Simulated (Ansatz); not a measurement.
# InSb3 (Pm-3m), a sublattice moved along a line

Theory: DFT PBEsol, scalar-relativistic, plane waves, PAW (Ansatz). Cutoff 420 eV, Γ-centred 10×10×10 k-points, Gaussian smearing of 0.15 eV. No spin polarisation. Energies are free energies at this smearing, counted from the undisturbed cell; pressure is positive in compression.

The undisturbed cell (relaxed at this level; it needn't be the usual structure):

```
CELL_PARAMETERS angstrom
4.72824 0.00000 0.00000
0.00000 4.72824 0.00000
0.00000 0.00000 4.72824
ATOMIC_POSITIONS crystal
In 0.00000 0.00000 0.00000
Sb 0.50000 0.00000 0.50000
Sb 0.00000 0.50000 0.50000
Sb 0.50000 0.50000 0.00000
```

Every In atom is moved by x along the Cartesian unit vector (0.707, 0.707, 0.000); the cell and all other atoms stay fixed. The cell is metallic on the mesh throughout.

```tsv
x (Å)	ΔE (meV/cell)	force along x on the moved atoms (eV/Å)	pressure (GPa)
-0.3000	77.3	0.56	0.6
-0.1500	18.1	0.25	0.1
0.0000	0.0	0.00	0.0
0.2250	41.9	?	?
```

Give the withheld values.

force along x on the moved atoms (eV/Å) at x (Å) = 0.2250: -0.39; pressure (GPa) at x (Å) = 0.2250: 0.3.

Cost: 4 runs of about 6.6 core-minutes in all, on Intel Xeon Processor @ 2.50GHz (Skylake/Cascade Lake) (shared hosts).